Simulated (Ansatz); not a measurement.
Gd₂In, first-principles data

Gd$_{2}$In:
```
CELL_PARAMETERS angstrom
      5.43906     0.00000     0.00000
     -2.71953     4.71037     0.00000
      0.00000     0.00000     6.76118
ATOMIC_POSITIONS crystal
  Gd 0.33333 0.66667 0.75000
  Gd 0.66667 0.33333 0.25000
  Gd 0.00000 0.00000 0.00000
  Gd 0.00000 0.00000 0.50000
  In 0.66667 0.33333 0.75000
  In 0.33333 0.66667 0.25000
```
The run is spin-polarised; directions of the spins, atom by atom: ↑ ↑ ↑ ↑ 0 0.

Space group P6_3/mmc (No. 194); conventional cell a = 5.439 Å, b = 5.439 Å, c = 6.761 Å, α = 90.00°, β = 90.00°, γ = 120.00°.

Method: DFT-r²SCAN in the program Ansatz with PAW potentials. Geometry: relaxed at this level of theory. Other levels are named where they apply.

**Cell and energy**

- Volume per atom: 28.87 Å³
- Density: 8.23 g/cm³
- Formation energy from the elements (no fitted shifts): -0.48 eV/atom

**Electronic structure**

Electronic character: metallic (no gap)
Density of states at the Fermi level: 0.78 states/eV per atom (mean over ±0.08 eV)

**Magnetism**

- Magnetic order: ferromagnetic
- Net moment: 5.11 μB per atom

The first step of the workflow began from a Materials Project structure, measured or hypothetical; the Crystallography Open Database files this formula in space group No. 194, but the cells were not matched. Its standing as an ambient phase is unchecked. The cell was relaxed with r²SCAN under the symmetry of its start; whether a distortion lowers the energy is not shown. Magnetic state: ferromagnetic, chosen from 3 collinear starts compared on coarse meshes (ties went to the first, and starts can fall back to one state), not a proven ground state. The 4f shell is in the valence, and the state reached may lie above the lowest one. Other orbital occupations within this spin state were not tried. No Hubbard U is applied. Point labels and valley counts follow the cell and symmetry of the run, lower than the named group. Axis ratios of metals converge slowly with the k-mesh, so a and c are less sure than the volume. The references are the lowest solids computed at this level, not always the standard phases. Scalar-relativistic: spin–orbit coupling is off unless named, which matters more the heavier the elements.

Potentials: the later of the program's two PAW sets.
